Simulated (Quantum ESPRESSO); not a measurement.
pw.x input (Quantum ESPRESSO 7.5; LDA, PseudoDojo standard norm-conserving files, scalar-relativistic):

```
&CONTROL
  calculation = 'scf'
  pseudo_dir = './pseudo'
  outdir = './out'
  tprnfor = .true.
  tstress = .true.
/
&SYSTEM
  ibrav = 0
  nat = 12
  ntyp = 3
  ecutwfc = 92.0
  ecutrho = 368.0
  occupations = 'smearing'
  smearing = 'fd'
  degauss = 0.002
  nbnd = 60
/
&ELECTRONS
  conv_thr = 1.2e-09
/
ATOMIC_SPECIES
Li 6.9400 Li.upf
F 18.9984 F.upf
Cu 63.5460 Cu.upf
CELL_PARAMETERS angstrom
  5.430050000000   0.000000000000   0.000000000000
  0.000000000000   4.777790000000   0.000000000000
 -2.703295000000   0.000000000000   4.989624000000
ATOMIC_POSITIONS crystal
Li   0.500000000000   0.000000000000   0.500000000000
Li   0.500000000000   0.500000000000   0.000000000000
F   0.146190000000   0.304510000000   0.804630000000
F   0.853810000000   0.695490000000   0.195370000000
F   0.853810000000   0.804510000000   0.695370000000
F   0.146190000000   0.195490000000   0.304630000000
F   0.327790000000   0.678560000000   0.633340000000
F   0.672210000000   0.321440000000   0.366660000000
F   0.672210000000   0.178560000000   0.866660000000
F   0.327790000000   0.821440000000   0.133340000000
Cu  -0.000000000000   0.500000000000   0.500000000000
Cu   0.000000000000   0.000000000000   0.000000000000
K_POINTS automatic
6 6 6 0 0 0
```

End of the output:

```

[...]
     the Fermi energy is     2.7396 ev
!    total energy              =   -1179.85233779 Ry
     estimated scf accuracy    <          1.0E-09 Ry
     smearing contrib. (-TS)   =      -0.00000022 Ry
     internal energy E=F+TS    =   -1179.85233756 Ry
     The total energy is F=E-TS. E is the sum of the following terms:
     one-electron contribution =    -896.76319721 Ry
     hartree contribution      =     485.88098810 Ry
     xc contribution           =    -184.28733655 Ry
     ewald contribution        =    -584.68279190 Ry
     convergence has been achieved in  11 iterations
     Forces acting on atoms (cartesian axes, Ry/au):
     atom    1 type  1   force =     0.00000000    0.00000000    0.00000000
     atom    2 type  1   force =     0.00000000    0.00000000    0.00000000
     atom    3 type  2   force =    -0.00258912    0.00052534   -0.00438277
     atom    4 type  2   force =     0.00258912   -0.00052534    0.00438277
     atom    5 type  2   force =     0.00258912    0.00052534    0.00438277
     atom    6 type  2   force =    -0.00258912   -0.00052534   -0.00438277
     atom    7 type  2   force =    -0.00815062   -0.00590979   -0.00175366
     atom    8 type  2   force =     0.00815062    0.00590979    0.00175366
     atom    9 type  2   force =     0.00815062   -0.00590979    0.00175366
     atom   10 type  2   force =    -0.00815062    0.00590979   -0.00175366
     atom   11 type  3   force =     0.00000000   -0.00000000   -0.00000000
     atom   12 type  3   force =     0.00000000    0.00000000    0.00000000
     Total force =     0.022858     Total SCF correction =     0.000052
     Computing stress (Cartesian axis) and pressure
          total   stress  (Ry/bohr**3)                   (kbar)     P=      -40.23
  -0.00028576   0.00000000  -0.00001472          -42.04        0.00       -2.17
   0.00000000  -0.00026125   0.00000000            0.00      -38.43        0.00
  -0.00001472   0.00000000  -0.00027340           -2.17        0.00      -40.22
```
In a gapped system the printed Fermi energy is only some level inside the gap.

Geometry of the Materials Project entry, not relaxed at this level.
